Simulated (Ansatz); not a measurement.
**Sc, A15: geometry optimisation**

All numbers below come from Ansatz 0.2.0, DFT, LDA (PW92), plane waves (420 eV) with PAW, scalar-relativistic. The PAW files were generated under PBE, with cores re-solved for the functional.

k-point mesh 5×5×5, Fermi-Dirac smearing 0.1 eV, no spin polarisation. Cell and atoms relax.

Starting structure:

```yaml
crystal:
  lattice:
    - [5.8482009318, 0.0, 0.0]
    - [0.0, 5.8482009318, 0.0]
    - [0.0, 0.0, 5.8482009318]
  atoms:
    - { symbol: Sc, position: [0.0, 0.0, 0.0] }
    - { symbol: Sc, position: [0.5, 0.5, 0.5] }
    - { symbol: Sc, position: [0.25, 0.0, 0.5] }
    - { symbol: Sc, position: [0.75, 0.0, 0.5] }
    - { symbol: Sc, position: [0.5, 0.25, 0.0] }
    - { symbol: Sc, position: [0.5, 0.75, 0.0] }
    - { symbol: Sc, position: [0.0, 0.5, 0.25] }
    - { symbol: Sc, position: [0.0, 0.5, 0.75] }
hamiltonian:
  xc: lda
  pseudopotentials:
    kind: paw
    azcp:
      Sc: "pseudopotentials/Sc.paw.azcp"
basis:
  ecutwfc: 420
  fft_grid_basis: typed
kpoints:
  mp_grid: { grid: [5, 5, 5], shift: [0, 0, 0] }
magnetization:
  spin_polarized: false
scf:
  occupations: { method: fermi_dirac, width: 0.1 }
relax:
  max_steps: 60
  f_tol: 0.01
  cell: {}
```

Q: What cell does the relaxation end in?

A: Pm-3n with a = 5.712 Å; 23.29 Å³ per atom against 25.00 at the start (-6.8 %).

Q: How much energy does the relaxation gain?

A: 19.3 meV per atom.
